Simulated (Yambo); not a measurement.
Absorption of AgNO3 (space group R3m, No. 160) with and without the electron-hole interaction (Yambo, PBEsol bands; 6×6×6 mesh, 10 valence and 3 conduction bands, static screening with 44 bands and a 3 Ry block, scissor 2.48 eV, Tamm-Dancoff; field along x). Axes are Cartesian, with cell vectors (Å) (2.58, 1.49, 2.78), (-2.58, 1.49, 2.78), (0.00, -2.97, 2.78).

```csv
E (eV),"Im ε, BSE","Im ε, independent quasiparticles"
1.61,0.04,0.03
1.71,0.05,0.03
1.81,0.05,0.03
1.91,0.05,0.03
2.01,0.05,0.03
2.11,0.06,0.03
2.21,0.06,0.04
2.31,0.07,0.04
2.41,0.07,0.04
2.51,0.08,0.04
2.61,0.09,0.04
2.71,0.09,0.04
2.81,0.10,0.05
2.91,0.12,0.05
3.01,0.13,0.05
3.11,0.15,0.06
3.21,0.17,0.06
3.31,0.21,0.06
3.41,0.25,0.07
3.51,0.33,0.07
3.61,0.45,0.08
3.72,0.67,0.09
3.82,1.10,0.09
3.92,1.86,0.10
4.02,2.05,0.11
4.12,1.55,0.13
4.22,1.46,0.14
4.32,1.70,0.16
4.42,1.88,0.19
4.52,1.84,0.23
4.62,1.87,0.28
4.72,2.08,0.38
4.82,2.35,0.54
4.92,2.70,0.75
5.02,3.20,0.92
5.12,3.73,1.18
5.22,3.63,1.57
5.32,3.36,1.75
5.42,3.01,1.84
5.52,2.89,1.93
5.62,2.98,2.09
5.72,3.05,2.20
5.82,3.03,2.33
5.92,2.99,2.54
6.02,3.16,2.77
6.13,3.11,3.17
6.23,3.22,3.50
6.33,3.99,3.76
6.43,4.31,4.15
6.53,3.90,4.52
6.63,3.76,4.53
6.73,3.75,4.35
6.83,3.47,4.05
6.93,3.18,3.71
7.03,3.16,3.50
7.13,2.97,3.71
7.23,2.79,4.14
7.33,2.51,4.03
7.43,2.37,4.01
7.53,2.32,4.41
7.63,2.39,4.84
7.73,2.39,4.89
7.83,2.42,4.66
7.93,2.51,4.61
8.03,2.46,4.73
8.13,2.42,4.53
8.23,2.33,4.17
8.33,2.50,3.46
8.43,2.63,2.80
8.54,2.65,2.49
```

The scissor comes from a G0W0 run whose convergence isn't established. Broadening 0.15 eV. The band window holds all transitions up to 11.1 eV. Fine structure above the onset can come from the mesh.

Spin-orbit splittings are left out.

Geometry relaxed with PBE+D3(BJ); primitive cell a = b = c = 4.0734 Å, α = β = γ = 78.42°.
